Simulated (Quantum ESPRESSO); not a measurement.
## Si3NO4F (one run as intended and one with a planted mistake)

A calculation, not a measurement. The program is pw.x of Quantum ESPRESSO 7.5 (plane-wave density functional theory). The cell is made up: 9 atoms on a quartz lattice, with randomly drawn elements, strain and displacements, not relaxed. PseudoDojo standard norm-conserving files (v0.5 for PBE, v0.4.1 for LDA and PBEsol) set the functional; there is no spin polarisation, spin-orbit coupling or dispersion term, and the masses in the input are unused placeholders.

Intended input:

```
&control calculation='scf', pseudo_dir='./dojo.nc.sr.pbe.v0_5.standard.upf', outdir='./o', disk_io='medium', tprnfor=.true., tstress=.true. /
&system ibrav=0, nat=9, ntyp=4, nbnd=30, ecutwfc=84.00895049, nosym=.true., tot_charge=0,
 occupations='smearing', smearing='fd', degauss=0.0018374661
/
&electrons conv_thr=7.350e-09, electron_maxstep=60, /
ATOMIC_SPECIES
F 1.0 F.upf
N 1.0 N.upf
O 1.0 O.upf
Si 1.0 Si.upf
CELL_PARAMETERS angstrom
5.1178 0.0651 0.0056
-2.5026 4.2879 -0.0298
0.0061 -0.0342 5.6239
ATOMIC_POSITIONS angstrom
Si 2.3305 -0.0733 3.7715
Si -1.1416 1.9709 1.818
Si 1.3192 2.449 -0.0186
N 1.4786 1.2466 4.3548
O 3.4045 0.6726 2.5525
O 2.8017 2.7276 0.6363
O 0.2732 1.8942 1.2235
F -0.9908 3.2482 3.0316
O 0.8716 3.6602 4.8987
K_POINTS automatic
5 5 4 1 1 1
```

The log is shortened where brackets say so; the opening notice, blank lines, dates and the lines on written files are dropped, and the path of the files is cut. It prints rydbergs, bohrs and kilobars, and counts compression as positive stress. Where no state is partly filled, the Fermi energy that it prints is only some level between the filled and the empty states on the mesh, and need not lie in the true gap.

Log of the intended run:

```
     Program PWSCF v.7.5
     Parallel version (MPI & OpenMP), running on       1 processor cores
     Number of MPI processes:                 1
     Threads/MPI process:                     1
     [start-up lines left out]
     bravais-lattice index     =            0
     lattice parameter (alat)  =       9.6720  a.u.
     unit-cell volume          =     838.9912 (a.u.)^3
     number of atoms/cell      =            9
     number of atomic types    =            4
     number of electrons       =        48.00
     number of Kohn-Sham states=           30
     kinetic-energy cutoff     =      84.0090  Ry
     charge density cutoff     =     336.0358  Ry
     scf convergence threshold =      7.3E-09
     mixing beta               =       0.7000
     number of iterations used =            8  plain     mixing
     Exchange-correlation= PBE
                           (   1   4   3   4   0   0   0)
     [axes and pseudopotential details left out]
   Cartesian axes
     site n.     atom                  positions (alat units)
         1        Si     tau(   1) = (   0.4553343  -0.0143214   0.7368777  )
         2        Si     tau(   2) = (  -0.2230464   0.3850755   0.3552018  )
         3        Si     tau(   3) = (   0.2577460   0.4784869  -0.0036341  )
         4        N      tau(   4) = (   0.2888897   0.2435614   0.8508432  )
         5        O      tau(   5) = (   0.6651730   0.1314129   0.4987088  )
         6        O      tau(   6) = (   0.5473976   0.5329200   0.1243206  )
         7        O      tau(   7) = (   0.0533780   0.3700898   0.2390481  )
         8        F      tau(   8) = (  -0.1935830   0.6346351   0.5923156  )
         9        O      tau(   9) = (   0.1702937   0.7151318   0.9571106  )
     number of k points=    50  Fermi-Dirac smearing, width (Ry)=  0.0018
                       cart. coord. in units 2pi/alat
        k(    1) = (   0.0976293   0.1771421   0.1147317), wk =   0.0400000
        k(    2) = (   0.0973622   0.1785675   0.3422615), wk =   0.0400000
     [further k points left out]
     Dense  grid:    87213 G-vectors     FFT dimensions: (  60,  60,  64)
     Estimated max dynamical RAM per process >     112.29 MB
     Initial potential from superposition of free atoms
     starting charge      47.9981, renormalised to      48.0000
     Starting wfcs are   36 randomized atomic wfcs
     total cpu time spent up to now is       15.7 secs
     per-process dynamical memory:    69.8 Mb
     Self-consistent Calculation
     iteration #  1     ecut=    84.01 Ry     beta= 0.70
     Davidson diagonalization with overlap
     ethr =  1.00E-02,  avg # of iterations =  3.0
     total cpu time spent up to now is       52.6 secs
     total energy              =    -226.99379249 Ry
     estimated scf accuracy    <       2.75248533 Ry
     iteration #  2     ecut=    84.01 Ry     beta= 0.70
     Davidson diagonalization with overlap
     ethr =  5.73E-03,  avg # of iterations =  3.1
     total cpu time spent up to now is       87.5 secs
     total energy              =    -227.45354577 Ry
     estimated scf accuracy    <       3.17139125 Ry
     [iterations 3 to 11 left out]
     iteration # 12     ecut=    84.01 Ry     beta= 0.70
     Davidson diagonalization with overlap
     ethr =  8.13E-11,  avg # of iterations =  2.0
     total cpu time spent up to now is      401.5 secs
     total energy              =    -228.17459616 Ry
     estimated scf accuracy    <       0.00000001 Ry
     iteration # 13     ecut=    84.01 Ry     beta= 0.70
     Davidson diagonalization with overlap
     ethr =  2.10E-11,  avg # of iterations =  2.0
     total cpu time spent up to now is      426.9 secs
     End of self-consistent calculation
     [lines on levels left out]
     the Fermi energy is     5.9570 ev
!    total energy              =    -228.17459617 Ry
     estimated scf accuracy    <          8.3E-10 Ry
     smearing contrib. (-TS)   =      -0.00000000 Ry
     internal energy E=F+TS    =    -228.17459617 Ry
     The total energy is F=E-TS. E is the sum of the following terms:
     one-electron contribution =    -116.60053486 Ry
     hartree contribution      =      82.49628449 Ry
     xc contribution           =     -60.71453308 Ry
     ewald contribution        =    -133.35581271 Ry
     convergence has been achieved in  13 iterations
     Forces acting on atoms (cartesian axes, Ry/au):
     atom    1 type  4   force =     0.24096351    0.47283491    0.24950619
     atom    2 type  4   force =    -0.21517088   -0.09052681   -0.09322405
     atom    3 type  4   force =     0.09484281   -0.29017392   -0.00132676
     atom    4 type  2   force =    -0.01027208   -0.03858302    0.01331334
     atom    5 type  3   force =     0.00208738    0.01109935   -0.00637813
     atom    6 type  3   force =     0.11029589   -0.03029411    0.13865532
     atom    7 type  3   force =     0.07465274    0.03131729   -0.03230235
     atom    8 type  1   force =    -0.19685021   -0.24141650   -0.16261112
     atom    9 type  3   force =    -0.10054917    0.17574280   -0.10563245
     Total force =     0.847198     Total SCF correction =     0.000034
     Computing stress (Cartesian axis) and pressure
          total   stress  (Ry/bohr**3)                   (kbar)     P=       19.65
   0.00008783   0.00022452   0.00028423           12.92       33.03       41.81
   0.00022452   0.00052070   0.00050856           33.03       76.60       74.81
   0.00028423   0.00050856  -0.00020781           41.81       74.81      -30.57
     init_run     :     13.99s CPU     15.63s WALL (       1 calls)
     electrons    :    390.80s CPU    411.21s WALL (       1 calls)
     forces       :      6.55s CPU      6.71s WALL (       1 calls)
     stress       :     21.93s CPU     22.07s WALL (       1 calls)
     [timing details left out]
     PWSCF        :   7m13.49s CPU   7m36.32s WALL
     JOB DONE.
```

A second run has one planted mistake: the self-consistency threshold is too loose. The input lines that differ, file-writing options aside:

```
- &electrons conv_thr=7.350e-09, electron_maxstep=60, /
+ &electrons conv_thr=1.470e-02, electron_maxstep=60, /
```

Its log:

```
     Program PWSCF v.7.5
     Parallel version (MPI & OpenMP), running on       1 processor cores
     Number of MPI processes:                 1
     Threads/MPI process:                     1
     [start-up lines left out]
     bravais-lattice index     =            0
     lattice parameter (alat)  =       9.6720  a.u.
     unit-cell volume          =     838.9912 (a.u.)^3
     number of atoms/cell      =            9
     number of atomic types    =            4
     number of electrons       =        48.00
     number of Kohn-Sham states=           30
     kinetic-energy cutoff     =      84.0090  Ry
     charge density cutoff     =     336.0358  Ry
     scf convergence threshold =      1.5E-02
     mixing beta               =       0.7000
     number of iterations used =            8  plain     mixing
     Exchange-correlation= PBE
                           (   1   4   3   4   0   0   0)
     [axes and pseudopotential details left out]
   Cartesian axes
     site n.     atom                  positions (alat units)
         1        Si     tau(   1) = (   0.4553343  -0.0143214   0.7368777  )
         2        Si     tau(   2) = (  -0.2230464   0.3850755   0.3552018  )
         3        Si     tau(   3) = (   0.2577460   0.4784869  -0.0036341  )
         4        N      tau(   4) = (   0.2888897   0.2435614   0.8508432  )
         5        O      tau(   5) = (   0.6651730   0.1314129   0.4987088  )
         6        O      tau(   6) = (   0.5473976   0.5329200   0.1243206  )
         7        O      tau(   7) = (   0.0533780   0.3700898   0.2390481  )
         8        F      tau(   8) = (  -0.1935830   0.6346351   0.5923156  )
         9        O      tau(   9) = (   0.1702937   0.7151318   0.9571106  )
     number of k points=    50  Fermi-Dirac smearing, width (Ry)=  0.0018
                       cart. coord. in units 2pi/alat
        k(    1) = (   0.0976293   0.1771421   0.1147317), wk =   0.0400000
        k(    2) = (   0.0973622   0.1785675   0.3422615), wk =   0.0400000
     [further k points left out]
     Dense  grid:    87213 G-vectors     FFT dimensions: (  60,  60,  64)
     Estimated max dynamical RAM per process >     112.29 MB
     Initial potential from superposition of free atoms
     starting charge      47.9981, renormalised to      48.0000
     Starting wfcs are   36 randomized atomic wfcs
     total cpu time spent up to now is       14.2 secs
     per-process dynamical memory:    69.8 Mb
     Self-consistent Calculation
     iteration #  1     ecut=    84.01 Ry     beta= 0.70
     Davidson diagonalization with overlap
     ethr =  1.00E-02,  avg # of iterations =  3.0
     total cpu time spent up to now is       46.7 secs
     total energy              =    -226.99379249 Ry
     estimated scf accuracy    <       2.75248533 Ry
     iteration #  2     ecut=    84.01 Ry     beta= 0.70
     Davidson diagonalization with overlap
     ethr =  5.73E-03,  avg # of iterations =  3.1
     total cpu time spent up to now is       78.8 secs
     total energy              =    -227.45354577 Ry
     estimated scf accuracy    <       3.17139125 Ry
     iteration #  3     ecut=    84.01 Ry     beta= 0.70
     Davidson diagonalization with overlap
     ethr =  5.73E-03,  avg # of iterations =  2.5
     total cpu time spent up to now is      106.2 secs
     total energy              =    -228.14553885 Ry
     estimated scf accuracy    <       0.21207600 Ry
     iteration #  4     ecut=    84.01 Ry     beta= 0.70
     Davidson diagonalization with overlap
     ethr =  4.42E-04,  avg # of iterations =  3.8
     total cpu time spent up to now is      137.4 secs
     total energy              =    -228.16642657 Ry
     estimated scf accuracy    <       0.03212655 Ry
     iteration #  5     ecut=    84.01 Ry     beta= 0.70
     Davidson diagonalization with overlap
     ethr =  6.69E-05,  avg # of iterations =  7.4
     total cpu time spent up to now is      165.7 secs
     End of self-consistent calculation
     [lines on levels left out]
     the Fermi energy is     5.4013 ev
!    total energy              =    -228.17277247 Ry
     estimated scf accuracy    <       0.00331427 Ry
     smearing contrib. (-TS)   =      -0.00000000 Ry
     internal energy E=F+TS    =    -228.17277247 Ry
     The total energy is F=E-TS. E is the sum of the following terms:
     one-electron contribution =    -116.66086967 Ry
     hartree contribution      =      82.56571562 Ry
     xc contribution           =     -60.72180571 Ry
     ewald contribution        =    -133.35581271 Ry
     convergence has been achieved in   5 iterations
     Forces acting on atoms (cartesian axes, Ry/au):
     atom    1 type  4   force =     0.24184339    0.47189923    0.25196887
     atom    2 type  4   force =    -0.21466670   -0.09279411   -0.09339583
     atom    3 type  4   force =     0.09442817   -0.28777599   -0.00048053
     atom    4 type  2   force =    -0.01550734   -0.03568896    0.01266932
     atom    5 type  3   force =     0.00288780    0.00987137   -0.00330498
     atom    6 type  3   force =     0.10557540   -0.03030566    0.13438599
     atom    7 type  3   force =     0.07715546    0.03035972   -0.03532388
     atom    8 type  1   force =    -0.19369429   -0.23984472   -0.16221900
     atom    9 type  3   force =    -0.09802189    0.17427911   -0.10429996
     Total force =     0.843842     Total SCF correction =     0.096648
     SCF correction compared to forces is large: reduce conv_thr to get better values
     Computing stress (Cartesian axis) and pressure
          total   stress  (Ry/bohr**3)                   (kbar)     P=       28.40
   0.00012341   0.00020129   0.00023459           18.15       29.61       34.51
   0.00020129   0.00060427   0.00051870           29.61       88.89       76.30
   0.00023459   0.00051870  -0.00014845           34.51       76.30      -21.84
     init_run     :     13.08s CPU     14.09s WALL (       1 calls)
     electrons    :    143.38s CPU    151.48s WALL (       1 calls)
     forces       :      4.17s CPU      4.23s WALL (       1 calls)
     stress       :     24.13s CPU     24.29s WALL (       1 calls)
     [timing details left out]
     PWSCF        :   3m 5.14s CPU   3m14.88s WALL
     JOB DONE.
```

```
                                            intended run  run with the mistake
                          free energy (eV)     -3104.474             -3104.449
                    smearing term -TS (eV)        0.0000                0.0000
                            pressure (GPa)          1.96                  2.84
            largest force component (eV/Å)        12.157                12.133
largest change of a force component (eV/Å)                               0.135
                                iterations            13                     5
```

For scale, a rerun of the intended cell at 1437 eV and a 7 x 7 x 6 mesh moved values by no more than 0.002 eV in energy, 0.02 GPa in stress and 0.002 eV/Å in force.